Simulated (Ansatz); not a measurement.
The relaxed structure here is a generated cell of TaN: the first start was made by placing the elements on the sites of a structure type, and the end was not matched to a known phase here, so it may be hypothetical. Known forms of TaN include space group No. 225.

A structure of TaN relaxed with PBEsol (plane waves to 420 eV, PAW, scalar-relativistic; Ansatz, a quantum-chemistry and plane-wave program); single points at other levels follow on the same geometry (Ansatz, PAW; PBEsol+SOC at 420 eV on a 16×16×16 k-mesh; spin-orbit coupling only where +SOC is written). Space group I4₁md (No. 109).

```
TaN
1.0
   -1.44410     1.44410     5.09796
    1.44410    -1.44410     5.09796
    1.44410     1.44410    -5.09796
Ta N
2 2
Cartesian
  0.00000   0.00000   2.53715
  0.00000   1.44410   5.08613
  0.00000   0.00000   6.80232
  1.44410   0.00000   4.25334
```

```json
[
 {"level": "PBEsol", "gap (eV)": "0.60", "kind": "indirect", "conduction minimum": "50 % of the way from Γ to X"},
 {"level": "PBEsol+SOC", "gap (eV)": "___", "kind": "___", "conduction minimum": "___"}
]
```

### Question
What belongs in the gaps?

### Answer

- PBEsol+SOC, gap (eV): 0.35
- PBEsol+SOC, kind: indirect
- PBEsol+SOC, conduction minimum: k = (0, 0, 0.25)

The shift from spin-orbit coupling is approximate. No spin polarisation in the result.

The run could not lose the symmetry of its start, so the end can be a saddle point.
